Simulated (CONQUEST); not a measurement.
Worked example: self-consistent single point of CdSe (F-43m, 8 atoms in the cell; from Materials Project mp-2691, changed as shown) in CONQUEST.

Computed with PBE, numerical atomic orbitals double-zeta with polarisation (the shipped basis), PseudoDojo norm-conserving potentials made for PBE run with CONQUEST.

The change in words: volume scaled by 0.99. Reference geometry (F-43m):
```yaml
crystal:
  lattice:
    - [6.26458, 0.00000, 0.00000]
    - [0.00000, 6.26458, 0.00000]
    - [0.00000, 0.00000, 6.26458]
  atoms:
    - { symbol: Cd, position: [0.00000, 0.00000, 0.00000] }
    - { symbol: Cd, position: [0.00000, 0.50000, 0.50000] }
    - { symbol: Cd, position: [0.50000, 0.00000, 0.50000] }
    - { symbol: Cd, position: [0.50000, 0.50000, 0.00000] }
    - { symbol: Se, position: [0.25000, 0.25000, 0.25000] }
    - { symbol: Se, position: [0.25000, 0.75000, 0.75000] }
    - { symbol: Se, position: [0.75000, 0.25000, 0.75000] }
    - { symbol: Se, position: [0.75000, 0.75000, 0.25000] }
```

Reference input (self-consistent single point, DFT, PBE, numerical atomic orbitals double-zeta with polarisation (the shipped basis), PseudoDojo norm-conserving potentials made for PBE): basis = DZP; Diag.MPMeshX, Y, Z = 5 5 5; potentials = PseudoDojo norm-conserving PBE; Grid.GridCutoff = 140 Ha; DM.SolutionMethod = diagon; Diag.SmearingType = 1; Diag.kT = 0.000367 Ha; Diag.GammaCentred = true; Diag.MPOrder = 0; minE.SCTolerance = 1.0e-07; SC.MaxIters = 100; SC.LinearMixingFactor = 0.5. This run's input differs from it in these lines:

```diff
@@ -32,14 +32,14 @@
 # file: CdSe.in
-     6.264579000      0.000000000      0.000000000
-     0.000000000      6.264579000      0.000000000
-     0.000000000      0.000000000      6.264579000
+     6.243624000      0.000000000      0.000000000
+     0.000000000      6.243624000      0.000000000
+     0.000000000      0.000000000      6.243624000
 8
     0.000000000     0.000000000     0.000000000  1 T T T
-    0.000000000     3.132289500     3.132289500  1 T T T
-    3.132289500     0.000000000     3.132289500  1 T T T
-    3.132289500     3.132289500     0.000000000  1 T T T
-    1.566144750     1.566144750     1.566144750  2 T T T
-    1.566144750     4.698434250     4.698434250  2 T T T
-    4.698434250     1.566144750     4.698434250  2 T T T
-    4.698434250     4.698434250     1.566144750  2 T T T
+    0.000000000     3.121812000     3.121812000  1 T T T
+    3.121812000     0.000000000     3.121812000  1 T T T
+    3.121812000     3.121812000     0.000000000  1 T T T
+    1.560906000     1.560906000     1.560906000  2 T T T
+    1.560906000     4.682718000     4.682718000  2 T T T
+    4.682718000     1.560906000     4.682718000  2 T T T
+    4.682718000     4.682718000     1.560906000  2 T T T
```

Log, with long lists cut:

```
    new_SC_potl: Starting.  Tolerance:  0.10000E-06

    PulayMixSC: Starting Pulay mixing, A_up =  0.500 A_dn =  0.500
    PulayMixSC: Spin non-polarised calculation.
          Harris-Foulkes Energy            :    -32284.456906964780501 eV
          (TS=0 as O(N) or entropic contribution is negligible)
          DFT Total Energy                 :    -32280.958945822098030 eV
          Total number of electrons        :       143.999999999981299
    PulayMixSC: Pulay iteration     1 residual:              0.89044E-03
          Harris-Foulkes Energy            :    -32283.000381657118851 eV
   [... lines left out ...]
          (TS=0 as O(N) or entropic contribution is negligible)
          DFT Total Energy                 :    -32282.911004299705382 eV
          Total number of electrons        :       144.000100942688306
    PulayMixSC: Pulay iteration     6 residual:              0.20761E-06
          Harris-Foulkes Energy            :    -32282.911004318142659 eV
          (TS=0 as O(N) or entropic contribution is negligible)
          DFT Total Energy                 :    -32282.911004318128107 eV
          Total number of electrons        :       144.000100922273049
    PulayMixSC: Pulay iteration     7 residual:              0.29012E-07
    PulayMixSC: Reached SCF tolerance of  0.29012E-07 after      7 iterations
      | Number of electrons      =       144.000101
      |* band energy as 2Tr[K.H] =     -5365.213159270542747 eV
      |  screened ion-ion energy =    -25874.854319659934845 eV
      |  Ha correction           =        84.588218594946994 eV
      |  XC correction           =     -1127.431751992166483 eV
      |* Harris-Foulkes energy   =    -32282.911004318142659 eV
      |* DFT total energy        =    -32282.911004318128107 eV
      |  estimated accuracy      =        -0.000000000012374 eV

    force: Forces on atoms (eV/A )
    force:  Atom   X              Y              Z
    force:     1   0.0000000000  -0.0000000000  -0.0000000000
   [... zero for the other atoms too ...]

    force: Maximum force :        0.00000000(eV/A ) on atom         4 in z direction
    force: Force Residual:        0.00000000 eV/A
    force: Total stress:          0.29383886     0.29383886     0.29383886 GPa
    force: Average pressure:     -0.29383886 GPa

    force: Finished force
    get_E_and_F: Change in energy during last step of electronic optimisation:  0.72578E-09
```

The run converged in 7 iterations. CONQUEST prints the stress tensor with tension positive. Against the reference run the free energy hardly moves (within 1 meV/atom) and the pressure goes from -0.64 to -0.29 GPa.

The program uses no crystal symmetry, so grid and mesh can part values that symmetry would make equal. The atom-centred basis is finite, which shifts total energies and pressures against plane waves. The structure comes from a collection of computed structures, made at another level of theory; the collection holds predicted forms beside known ones. Its lattice was then scaled.

Cost on one core: roughly 90 core-seconds.
